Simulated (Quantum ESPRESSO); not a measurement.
## Al2Ru4SnZn (input and log of a self-consistent run)

A calculation, not a measurement. The program is pw.x of Quantum ESPRESSO 7.5 (plane-wave density functional theory). The cell is made up: eight metal atoms on a face-centred cubic lattice, with elements, volume, strain and displacements drawn at random and not relaxed, so it may be unstable or far from any real phase. PseudoDojo standard norm-conserving files set the functional (PBE unless stated); there is no spin polarisation or spin-orbit coupling, the Fermi-Dirac width of 0.25 eV means electrons at about 2900 K, and the masses in the input are unused placeholders. The tin pseudopotential is less sure than most, with forces differing by about three percent from a second method on plain tin. A spin test at this wide smearing found no moment, but such smearing suppresses magnetism that the real alloy may have.

Input:

```
&control calculation='scf', pseudo_dir='./dojo.nc.sr.pbe.v0_5.standard.upf', outdir='./o', disk_io='minimal', tprnfor=.true., tstress=.true. /
&system ibrav=0, nat=8, ntyp=4, nbnd=65, ecutwfc=84.00895049, nosym=.true., tot_charge=0,
 occupations='smearing', smearing='fd', degauss=0.0183746611
/
&electrons conv_thr=1.470e-08, electron_maxstep=70, mixing_beta=0.5 /
ATOMIC_SPECIES
Al 1.0 Al.upf
Ru 1.0 Ru.upf
Sn 1.0 Sn.upf
Zn 1.0 Zn.upf
CELL_PARAMETERS angstrom
0.029 0.039 -3.9088
3.9542 -0.008 -0.029
0.0159 -8.0118 0.0779
ATOMIC_POSITIONS angstrom
Al -0.12 0.0168 -0.0318
Ru 0.0511 -3.9131 -0.0818
Sn 1.8862 -1.883 0.1723
Ru 1.9359 -6.0258 -0.0807
Zn -0.031 -2.0213 -1.8077
Al -0.0859 -5.923 -1.9265
Ru 1.9185 -0.0588 -1.9272
Ru 1.9069 -4.0322 -1.9176
K_POINTS automatic
6 6 3 1 1 1
```

The log is shortened where brackets say so; the opening notice, blank lines, dates and the lines on written files are dropped, and the path of the files is cut. It prints rydbergs, bohrs and kilobars, and counts compression as positive stress. Its total energy is the free energy E - TS of the whole cell.

```
     Program PWSCF v.7.5
     Parallel version (MPI & OpenMP), running on       4 processor cores
     Number of MPI processes:                 4
     Threads/MPI process:                     1
     [start-up lines left out]
     bravais-lattice index     =            0
     lattice parameter (alat)  =       7.3871  a.u.
     unit-cell volume          =     835.5283 (a.u.)^3
     number of atoms/cell      =            8
     number of atomic types    =            4
     number of electrons       =       104.00
     number of Kohn-Sham states=           65
     kinetic-energy cutoff     =      84.0090  Ry
     charge density cutoff     =     336.0358  Ry
     scf convergence threshold =      1.5E-08
     mixing beta               =       0.5000
     number of iterations used =            8  plain     mixing
     Exchange-correlation= PBE
                           (   1   4   3   4   0   0   0)
     [axes and pseudopotential details left out]
   Cartesian axes
     site n.     atom                  positions (alat units)
         1        Al     tau(   1) = (  -0.0306976   0.0042977  -0.0081349  )
         2        Ru     tau(   2) = (   0.0130721  -1.0010227  -0.0209255  )
         3        Sn     tau(   3) = (   0.4825149  -0.4816963   0.0440766  )
         4        Ru     tau(   4) = (   0.4952288  -1.5414793  -0.0206441  )
         5        Zn     tau(   5) = (  -0.0079302  -0.5170753  -0.4624336  )
         6        Al     tau(   6) = (  -0.0219744  -1.5151817  -0.4928242  )
         7        Ru     tau(   7) = (   0.4907777  -0.0150418  -0.4930032  )
         8        Ru     tau(   8) = (   0.4878102  -1.0314901  -0.4905474  )
     number of k points=    54  Fermi-Dirac smearing, width (Ry)=  0.0184
                       cart. coord. in units 2pi/alat
        k(    1) = (   0.0816043  -0.0819701  -0.0835522), wk =   0.0370370
        k(    2) = (   0.0822863   0.2433416  -0.0803013), wk =   0.0370370
     [further k points left out]
     Dense  grid:    86915 G-vectors     FFT dimensions: (  45,  45,  90)
     Estimated max dynamical RAM per process >     292.01 MB
     Estimated total dynamical RAM >       1.08 GB
     Initial potential from superposition of free atoms
     starting charge     103.9903, renormalised to     104.0000
     Starting wfcs are   67 randomized atomic wfcs
     total cpu time spent up to now is        3.2 secs
     per-process dynamical memory:   229.4 Mb
     Self-consistent Calculation
     iteration #  1     ecut=    84.01 Ry     beta= 0.50
     Davidson diagonalization with overlap
     ethr =  1.00E-02,  avg # of iterations =  5.4
     Threshold (ethr) on eigenvalues was too large:
     Diagonalizing with lowered threshold
     Davidson diagonalization with overlap
     ethr =  9.38E-04,  avg # of iterations =  1.2
     total cpu time spent up to now is       16.7 secs
     total energy              =   -1393.16936961 Ry
     estimated scf accuracy    <       1.01241532 Ry
     iteration #  2     ecut=    84.01 Ry     beta= 0.50
     Davidson diagonalization with overlap
     ethr =  9.73E-04,  avg # of iterations =  4.2
     total cpu time spent up to now is       24.5 secs
     total energy              =   -1392.18656667 Ry
     estimated scf accuracy    <      25.61647210 Ry
     iteration #  3     ecut=    84.01 Ry     beta= 0.50
     Davidson diagonalization with overlap
     ethr =  9.73E-04,  avg # of iterations =  2.8
     total cpu time spent up to now is       31.4 secs
     total energy              =   -1393.47860938 Ry
     estimated scf accuracy    <       1.68129339 Ry
     iteration #  4     ecut=    84.01 Ry     beta= 0.50
     Davidson diagonalization with overlap
     ethr =  9.73E-04,  avg # of iterations =  2.2
     total cpu time spent up to now is       37.5 secs
     total energy              =   -1393.54390469 Ry
     estimated scf accuracy    <       1.22013179 Ry
     iteration #  5     ecut=    84.01 Ry     beta= 0.50
     Davidson diagonalization with overlap
     ethr =  9.73E-04,  avg # of iterations =  1.0
     total cpu time spent up to now is       42.9 secs
     total energy              =   -1393.62524900 Ry
     estimated scf accuracy    <       0.24657916 Ry
     [iterations 6 to 9 left out]
     iteration # 10     ecut=    84.01 Ry     beta= 0.50
     Davidson diagonalization with overlap
     ethr =  2.27E-07,  avg # of iterations =  1.7
     total cpu time spent up to now is       73.1 secs
     total energy              =   -1393.64420083 Ry
     estimated scf accuracy    <       0.00001757 Ry
     iteration # 11     ecut=    84.01 Ry     beta= 0.50
     Davidson diagonalization with overlap
     ethr =  1.69E-08,  avg # of iterations =  2.0
     total cpu time spent up to now is       79.4 secs
     total energy              =   -1393.64420337 Ry
     estimated scf accuracy    <       0.00000130 Ry
     iteration # 12     ecut=    84.01 Ry     beta= 0.50
     Davidson diagonalization with overlap
     ethr =  1.25E-09,  avg # of iterations =  2.2
     total cpu time spent up to now is       85.9 secs
     total energy              =   -1393.64420354 Ry
     estimated scf accuracy    <       0.00000028 Ry
     iteration # 13     ecut=    84.01 Ry     beta= 0.50
     Davidson diagonalization with overlap
     ethr =  2.72E-10,  avg # of iterations =  2.0
     total cpu time spent up to now is       91.8 secs
     total energy              =   -1393.64420356 Ry
     estimated scf accuracy    <       0.00000061 Ry
     iteration # 14     ecut=    84.01 Ry     beta= 0.50
     Davidson diagonalization with overlap
     ethr =  2.72E-10,  avg # of iterations =  1.0
     total cpu time spent up to now is       97.3 secs
     End of self-consistent calculation
     [lines on levels left out]
!    total energy              =   -1393.64420358 Ry
     estimated scf accuracy    <          9.8E-09 Ry
     smearing contrib. (-TS)   =      -0.11916561 Ry
     internal energy E=F+TS    =   -1393.52503797 Ry
     The total energy is F=E-TS. E is the sum of the following terms:
     one-electron contribution =    -704.64149083 Ry
     hartree contribution      =     410.84228967 Ry
     xc contribution           =    -230.10853202 Ry
     ewald contribution        =    -869.61730479 Ry
     convergence has been achieved in  14 iterations
     Forces acting on atoms (cartesian axes, Ry/au):
     atom    1 type  1   force =     0.01072792    0.07212246    0.00518535
     atom    2 type  2   force =    -0.01771956   -0.04706287    0.02354480
     atom    3 type  3   force =     0.01575288   -0.09247019   -0.04509492
     atom    4 type  2   force =    -0.00358039    0.03210331    0.02494348
     atom    5 type  4   force =    -0.01197152   -0.00841336   -0.01679433
     atom    6 type  1   force =     0.00317646    0.00967894   -0.01328845
     atom    7 type  2   force =    -0.00354650    0.04756228    0.02238314
     atom    8 type  2   force =     0.00716070   -0.01352056   -0.00087908
     Total force =     0.157201     Total SCF correction =     0.000551
     Computing stress (Cartesian axis) and pressure
          total   stress  (Ry/bohr**3)                   (kbar)     P=      -26.17
  -0.00040032   0.00005518   0.00003604          -58.89        8.12        5.30
   0.00005518  -0.00010334   0.00013379            8.12      -15.20       19.68
   0.00003604   0.00013379  -0.00003001            5.30       19.68       -4.41
     init_run     :      3.02s CPU      3.13s WALL (       1 calls)
     electrons    :     92.27s CPU     94.07s WALL (       1 calls)
     forces       :      1.04s CPU      1.04s WALL (       1 calls)
     stress       :      3.49s CPU      3.49s WALL (       1 calls)
     [timing details left out]
     PWSCF        :   1m39.91s CPU   1m41.83s WALL
     JOB DONE.
```

In other units: free energy -18961.495 eV for the cell, pressure -2.62 GPa, largest force component 2.378 eV/Å in size. The run took 104 s of wall time with four MPI processes on a shared machine (AMD EPYC, Zen 5, virtual cores), so the time is rough. A rerun of this cell at a higher cutoff and on a denser mesh moved values by no more than 0.002 eV in energy, 0.05 GPa in stress and 0.015 eV/Å in force, and a second program with other atomic files agreed on that cell to 2 % rms in force and 0.5 GPa in pressure.